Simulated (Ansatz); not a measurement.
A generated cell, not matched to a known phase here, of BiB4N3: I-42m (No. 121), tI16; a = 4.1818 Å, b = 4.1818 Å, c = 8.1409 Å, α = 90.00°, β = 90.00°, γ = 90.00°; Bi 2b (0.000, 0.000, 0.500); N 2a (0.000, 0.000, 0.000); N 4d (0.000, 0.500, 0.250); B 8i (0.301, 0.301, 0.360). Calculation: r2SCAN (plane waves to 500 eV, PAW, scalar-relativistic; Ansatz, an electronic-structure program). Element references, the lowest calculated here: Bi (R-3m), N (Pa-3), B (R-3m); gases are represented by their molecular solids.

Total energies (eV/atom, σ → 0; comparable only within this code, potentials and settings):

| phase | E (eV/atom) |
|---|---|
| BiB4N3 (I-42m) | -1773.822 |
| Bi (R-3m) | -12413.332 |
| N (Pa-3) | -384.830 |
| B (R-3m) | -156.554 |

Task: What is the formation energy of this I-42m form of BiB4N3 from the elements?

Result: E_f = -1773.822 − [1 × (-12413.332) + 4 × (-156.554) + 3 × (-384.830)] / 8 = 0.43 eV/atom (3.5 eV per formula unit).

A lower structure of this composition may exist.

Static energies, no anion corrections, no zero-point energy. Values are rounded to 0.01 eV/atom. Not shown to be the ambient phase of their composition (a lower form may be missing, and a cell relaxed within its start's symmetry can be a saddle point): BiB4N3 (I-42m). Spin-orbit coupling is missing from these energies, which matters for elements this heavy. The compounds carry no spin polarisation.
